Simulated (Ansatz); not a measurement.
## SnH (chair-type functionalised monolayer) from LDA to hybrids

All numbers come from the plane-wave code Ansatz. Simulation only: non-magnetic, and no claim that this is the phase found in nature.

The cell is a free-standing chair-type functionalised monolayer of SnH; cell and atoms were relaxed with r2SCAN. The sheet's in-plane cell has a = 4.659 Å, b = 4.659 Å (γ = 120.0°), and its outermost atoms lie 4.27 Å apart along the normal. Around Sn lie 1 H at 1.72 Å and 3 Sn at 2.81 Å; around H lie 1 Sn at 1.72 Å.

```cif
data_structure
_symmetry_space_group_name_H-M 'P 1'
_symmetry_Int_Tables_number 1
_cell_length_a 4.6586
_cell_length_b 4.6586
_cell_length_c 32.3669
_cell_angle_alpha 90.000
_cell_angle_beta 90.000
_cell_angle_gamma 120.000
_cell_volume 608.35
loop_
_atom_site_label
_atom_site_type_symbol
_atom_site_fract_x
_atom_site_fract_y
_atom_site_fract_z
_atom_site_occupancy
Sn1 Sn 0.33333 0.66667 0.32172 1
Sn2 Sn 0.66667 0.33333 0.29619 1
H1 H 0.33333 0.66667 0.37492 1
H2 H 0.66667 0.33333 0.24299 1
```
The sheet repeats along a and b alone.

Relaxed lattice by functional, symmetry kept:
```tsv
functional	k mesh	a (Å)	thickness (Å)
PBE	6×6×1	4.713	4.30
r2SCAN	6×6×1	4.659	4.27
PBEsol	6×6×1	4.634	4.28
LDA	6×6×1	4.581	4.26
HSE06	6×6×1	4.653	4.27
```

Gaps on the r2SCAN cell, each the least over its mesh and the special points:
```csv
level,k mesh,gap (eV),kind,edges,least direct gap (eV),rough cost
LDA,6×6×1,0.45,direct,Γ,0.45,8 core-seconds
PBE,6×6×1,0.57,direct,Γ,0.57,15 core-seconds
PBE+SOC,6×6×1,0.36,direct,Γ,0.36,60 core-seconds
r2SCAN,6×6×1,0.82,direct,Γ,0.82,26 core-seconds
r2SCANh,6×6×1,1.21,direct,Γ,1.21,24 core-minutes
HSE06,6×6×1,1.14,direct,Γ,1.14,21 core-minutes
PBE0,6×6×1,1.72,direct,Γ,1.72,21 core-minutes
LC-ωPBE,6×6×1 alone,5.18,direct,Γ,5.18,13 core-minutes
```
PBE, PBE+SOC: smearing of 0.02 eV; the others have fixed occupations.
Wave cutoffs: 420 eV, 500 eV (r2SCAN, r2SCANh).
A mesh marked alone had no extra points solved.
Costs come from shared machines and give only the order; PBE's includes the band path. The runs had 4 threads of Arm Neoverse V2, on a shared host.

The HSE06 gap is direct at Γ: 1.14 eV. Spin-orbit coupling changes the PBE gap by -0.21 eV, to 0.36 eV.

r2SCAN covers 44 % of the step from PBE to HSE06. For gaps to 0.1 eV, spin-orbit coupling (up to 0.21 eV here) has to be included. Among these functionals the gap stays direct.

Only the levels marked +SOC include spin-orbit coupling.
